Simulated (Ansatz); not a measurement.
Calculated field gradients at the nuclei for CdPtC6N6

The cell is a structure deposited in the COD whose atoms were relaxed with PBE, the cell held.

```
Cd Pt C N
1.0
     0.00000    5.47370    5.47370
     5.47370    0.00000    5.47370
     5.47370    5.47370    0.00000
Cd Pt C N
1 1 6 6
Direct
  0.50000 0.50000 0.50000
  0.00000 0.00000 0.00000
  0.18327 0.18327 0.81673
  0.81673 0.81673 0.18327
  0.81673 0.18327 0.18327
  0.18327 0.81673 0.81673
  0.18327 0.81673 0.18327
  0.81673 0.18327 0.81673
  0.28899 0.28899 0.71101
  0.71101 0.71101 0.28899
  0.71101 0.28899 0.28899
  0.28899 0.71101 0.71101
  0.28899 0.71101 0.28899
  0.71101 0.28899 0.71101
```

Sites (sets of like atoms) are named by element and the number of their first atom in this list.

Method: Kohn–Sham DFT in Ansatz, r2SCAN, plane waves and PAW, scalar-relativistic, 500 eV cutoff, Γ-centred 5×5×5 k-points, Fermi–Dirac smearing 0.05 eV.

C_Q = eQV_zz/h, which is 24.18 MHz for Q = 1 b and V_zz = 10²¹ V/m²; η = (V_xx − V_yy)/V_zz. Directions are in the Cartesian axes of the cell vectors above, for the atom listed; none is given where the gradient is under 0.02 or η is above 0.95.

Q: What field gradients does the calculation give at each kind of site?

A: 

```json
{"site": "Cd", "first atom": "1", "first shell": "6 N at 2.31 Å", "V_zz (10²¹ V/m²)": "0.00", "η": "–", "direction of V_zz (x, y, z)": "–"}
{"site": "Pt", "first atom": "2", "first shell": "6 C at 2.01 Å", "V_zz (10²¹ V/m²)": "0.00", "η": "–", "direction of V_zz (x, y, z)": "–"}
{"site": "C", "first atom": "3", "first shell": "1 N at 1.16 Å, 1 Pt at 2.01 Å, angle 180°", "V_zz (10²¹ V/m²)": "-4.17", "η": "0.00", "direction of V_zz (x, y, z)": "0.00 0.00 1.00"}
{"site": "N", "first atom": "9", "first shell": "1 C at 1.16 Å; also 1 Cd at 2.31 Å, 1 Pt at 3.16 Å", "V_zz (10²¹ V/m²)": "-6.15", "η": "0.00", "direction of V_zz (x, y, z)": "0.00 0.00 1.00"}
```

An axis of threefold or higher order runs through C and N, so V_zz lies along it and η is zero. Cd and Pt sit on a cubic site, where every gradient vanishes.

The largest force is 0.9 eV/Å, so the atoms aren't at the calculated equilibrium and relaxing them would move these values. Without spin–orbit coupling the gradients at and beside Pt can be off by some per cent, at some sites by more. The database entry as given showed forces above 3 eV/Å or a pressure above 30 GPa, though relaxing it moves no atom far.

Hardware: 1 thread of Arm Neoverse V1 (aarch64; 28 cores open to the job, memory cap 3.0 GiB, no GPU), a shared host with a load of 0.9 a core. Wall time 45 s, CPU time 45 s, peak memory 1.6 GiB.
